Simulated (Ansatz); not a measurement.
**A crystal of cell content C8H12O4S8 at more than one level of theory**

Plane-wave PAW calculations in Ansatz, scalar-relativistic unless spin-orbit coupling is named; Γ-centred meshes, relaxations with the symmetry kept. Pressure is positive in compression. No spin polarisation at the first level.

Plane waves to 420 eV, a k mesh through Γ of 4×4×2 on the computed 32-atom cell and Gaussian smearing (0.02 eV); no spin polarisation.

Structure relaxed with PBE+D3(BJ):

Space group P-1 (No. 2). a = 5.303 Å, b = 8.712 Å, c = 9.928 Å, α = 109.77°, β = 91.59°, γ = 101.96°
| atom | site | symmetry | x | y | z |
| --- | --- | --- | --- | --- | --- |
| H | 2i | 1 | 0.8873 | 0.2675 | 0.0541 |
| H | 2i | 1 | 0.8288 | 0.0887 | 0.8906 |
| H | 2i | 1 | 0.6810 | 0.2615 | 0.9053 |
| H | 2i | 1 | 0.1009 | 0.9227 | 0.6824 |
| H | 2i | 1 | 0.4461 | 0.9616 | 0.6811 |
| H | 2i | 1 | 0.3019 | 0.9559 | 0.8424 |
| C | 2i | 1 | 0.8525 | 0.2247 | 0.9366 |
| C | 2i | 1 | 0.0569 | 0.2397 | 0.6947 |
| C | 2i | 1 | 0.5270 | 0.6741 | 0.7538 |
| C | 2i | 1 | 0.2803 | 0.9039 | 0.7247 |
| S | 2i | 1 | 0.1393 | 0.3308 | 0.8821 |
| S | 2i | 1 | 0.2935 | 0.3002 | 0.5831 |
| S | 2i | 1 | 0.5934 | 0.4702 | 0.7234 |
| S | 2i | 1 | 0.2416 | 0.6790 | 0.6625 |
| O | 2i | 1 | 0.8588 | 0.1375 | 0.6326 |
| O | 2i | 1 | 0.6864 | 0.7943 | 0.8348 |

Q: What changes with r2SCAN+D3(BJ) (relaxed anew)?

A:
```csv
level,cell,cutoff (eV),k mesh,primitive cell,V (Å³/atom),P (GPa; residual where relaxed),gap on mesh (eV)
PBE+D3(BJ),relaxed,420,4×4×2,"a = 5.30 Å, b = 8.71 Å, c = 9.93 Å, α = 109.77°, β = 91.59°, γ = 101.96°",13.1,0.00,3.36
r2SCAN+D3(BJ),relaxed,500,4×4×2,"a = 5.27 Å, b = 8.66 Å, c = 9.80 Å, α = 110.80°, β = 92.36°, γ = 101.05°",12.7,0.00,3.71
```

The start is a cell measured at 123 K (doi:10.1107/S1600536812024750), with 13.15 Å³ an atom; a static calculation leaves out thermal expansion, so the difference isn't the functional's error alone.

The D3 damping used with r2SCAN was fitted together with a three-body term that is left out here.

Cost: 2 runs of about 40 core-minutes in all, on Arm Neoverse V1 (shared hosts).